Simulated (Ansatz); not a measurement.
PbF2:
```xyz
3
Lattice="0.0000 2.9608 2.9608 2.9608 0.0000 2.9608 2.9608 2.9608 0.0000" Properties=species:S:1:pos:R:3 pbc="T T T"
Pb     0.0000     0.0000     0.0000
F      1.4804     1.4804     1.4804
F      4.4411     4.4411     4.4411
```

Relaxed with r²SCAN.

Map the valence electron density (e/Å³), cut off at 2 on the plane through (0.000, 0.000, 0.000) spanned by u = [1, 0, 0] and v = [-1, 1, 1] in lattice vectors, from the program Ansatz at the r²SCAN level (PAW).

x is the fraction of u, y of v (the angle between them is 90°; rows are the nearest grid lines); atoms in the plane: Pb at (0.00, 0.00), F at (0.50, 0.25), F at (0.50, 0.75).
```
|@@@@#-.        .-#@@@@|
|@@@@#:.        .:#@@@@|
|@@@*-.. ..::.. ..-*@@@|
|%#+-....:=++=:....-+#%|
|--:.. .:+@@@@+:. ..:--|
|      :+@@@@@@+:      |
|      .+@@@@@@+.      |
|      .=@@@@@@=.      |
|      .:+@@@@+:.      |
|        ..::..        |
|                      |
|                      |
|                      |
|                      |
|        ..::..        |
|      .:+@@@@+:.      |
|      .=@@@@@@=.      |
|      .+@@@@@@+.      |
|      :+@@@@@@+:      |
|--:.. .:+@@@@+:. ..:--|
|%#+-....:=++=:....-+#%|
|@@@*-.. ..::.. ..-*@@@|
|@@@@#:.        .:#@@@@|
|@@@@#-.        .-#@@@@|
```
Scale: ten equal steps from 0.004 (start of ' ') to 2.00 (end of '@'), in the order ' .:-=+*#%@'; x runs from 0.000 to 1.00, y from 0.000 (bottom) to 1.00 (top).

The density is the valence pseudo-density with augmentation charge, so density and ELF within about 1 Å of a nucleus are not all-electron values.

Space group Fm-3m (fluorite). The cell was relaxed with r²SCAN under the symmetry of its start; phonons on a q-mesh show no instability. Spin–orbit coupling is left out wherever it is not named.

Potentials: the later of the program's two PAW sets.
